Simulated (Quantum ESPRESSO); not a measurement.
Ga3Ti3TaMg, one composition in several site orders

Computed values, not a measurement. The program is pw.x of Quantum ESPRESSO 7.5 (plane-wave density functional theory). The cell is made up: eight metal atoms on a hexagonal close-packed lattice, with elements, volume, strain and displacements drawn at random and not relaxed, so it may be unstable or far from any real phase. PseudoDojo standard norm-conserving files set the functional (PBE unless stated); there is no spin polarisation or spin-orbit coupling, the Fermi-Dirac width of 0.25 eV means electrons at about 2900 K, and the masses in the input are unused placeholders. Heavy elements are run without spin-orbit coupling, which real alloys of them have. A spin test at this wide smearing found no moment, but such smearing suppresses magnetism that the real alloy may have.

The runs put one composition on the sites in different orders. Cell, positions, cutoff, mesh and smearing stay as in the input of run 1; sites are counted in its order. Stress in the tables is positive in tension.

Input of run 1:

```
&control calculation='scf', pseudo_dir='./dojo.nc.sr.pbe.v0_5.standard.upf', outdir='./o', disk_io='medium', tprnfor=.true., tstress=.true. /
&system ibrav=0, nat=8, ntyp=4, nbnd=62, ecutwfc=84.00895049, nosym=.true., tot_charge=0,
 occupations='smearing', smearing='fd', degauss=0.0183746611
/
&electrons conv_thr=1.470e-08, electron_maxstep=70, mixing_beta=0.5 /
ATOMIC_SPECIES
Ga 1.0 Ga.upf
Mg 1.0 Mg.upf
Ta 1.0 Ta.upf
Ti 1.0 Ti.upf
CELL_PARAMETERS angstrom
-2.9498 -0.0227 -0.0077
0.0393 5.0826 0.0391
1.4294 -2.6052 -9.5244
ATOMIC_POSITIONS angstrom
Ga -0.0137 -0.004 -0.0216
Ti -0.0152 1.6755 -2.3413
Ta -0.0029 -0.0597 -4.7715
Ga -0.0446 1.68 -7.0658
Ti -1.4337 2.569 0.0622
Mg -1.4565 4.1878 -2.3421
Ga -1.4818 2.5077 -4.7571
Ti -1.5004 -0.9063 -7.1445
K_POINTS automatic
8 5 3 1 1 1
```

| run | elements on sites 1 to 8 | free energy less that of run 1 (eV) | -TS (eV) | pressure (GPa) | stress xx (GPa) | stress yy (GPa) | stress zz (GPa) | stress yz (GPa) | stress xz (GPa) | stress xy (GPa) | iterations |
| --- | --- | --- | --- | --- | --- | --- | --- | --- | --- | --- | --- |
| 1 | Ga Ti Ta Ga Ti Mg Ga Ti | 0.000 | -1.600 | -2.51 | 3.48 | 4.11 | -0.05 | 1.98 | 0.01 | 0.85 | 16 |
| 2 | Ti Ga Ga Ta Ti Mg Ti Ga | -0.585 | -1.550 | -2.67 | 3.27 | 4.28 | 0.47 | -0.20 | 0.06 | 0.75 | 16 |
| 3 | Ti Ga Ga Ta Ti Ga Ti Mg | -0.028 | -1.529 | -1.20 | 1.29 | -0.93 | 3.24 | 1.38 | 0.20 | 0.88 | 16 |
| 4 | Mg Ti Ti Ga Ga Ga Ta Ti | -0.954 | -1.499 | -3.59 | 2.42 | 3.70 | 4.65 | -0.08 | 0.33 | 0.64 | 18 |
| 5 | Ti Ga Mg Ta Ti Ga Ga Ti | -0.081 | -1.530 | -0.45 | -0.95 | -1.18 | 3.48 | 0.68 | 0.16 | 0.79 | 18 |
| 6 | Ti Ta Ti Ga Ga Ti Mg Ga | -0.152 | -1.516 | -1.78 | 1.07 | 0.59 | 3.68 | 0.50 | 0.13 | 0.77 | 17 |

Forces Fx Fy Fz (eV/Å):

```
site              run 1              run 2             run 3              run 4              run 5              run 6
   1     0.01 0.42 0.19     0.00 0.32 0.40  0.00 -0.04 -0.31   -0.01 -0.11 0.22   0.00 -0.04 -0.10    -0.01 0.13 0.51
   2    0.11 0.03 -0.59     0.05 0.10 0.23    0.03 0.12 0.12    0.08 0.43 -0.36     0.04 0.00 0.26    0.11 -0.50 0.41
   3    -0.09 0.22 0.05    -0.03 0.14 0.06   -0.04 0.17 0.26    -0.11 0.06 0.51   -0.07 -0.02 0.69   -0.11 0.38 -0.01
   4   0.04 -0.17 -0.29    0.11 0.03 -0.44   0.18 0.05 -0.70   0.09 -0.16 -0.01   0.11 -0.03 -0.42   0.05 -0.18 -0.42
   5  -0.10 -0.60 -0.18   -0.11 -0.23 0.34  -0.12 0.14 -0.41  -0.06 -0.46 -0.14  -0.09 -0.05 -0.43  -0.05 -0.03 -0.36
   6   -0.01 -0.06 0.29    0.02 0.16 -0.36   0.01 -0.06 0.20   -0.01 0.11 -0.30    -0.01 0.03 0.29   -0.01 0.35 -0.07
   7    0.03 -0.03 0.40    0.00 -0.46 0.17  -0.02 -0.50 0.73  -0.01 -0.17 -0.05    -0.01 0.01 0.16   0.01 -0.17 -0.14
   8     0.00 0.18 0.12  -0.04 -0.07 -0.41   -0.04 0.11 0.12     0.04 0.31 0.14    0.01 0.09 -0.45     0.01 0.02 0.08
```

The sites are displaced and not relaxed, so the energy differences mix bonding between neighbours with strain and are not ordering energies. A rerun of one cell of this series at a higher cutoff and on a denser mesh moved values by no more than 0.006 eV in energy, 0.07 GPa in stress and 0.011 eV/Å in force, and a second program with other atomic files agreed on that cell to 2 % rms in force and 0.5 GPa in pressure.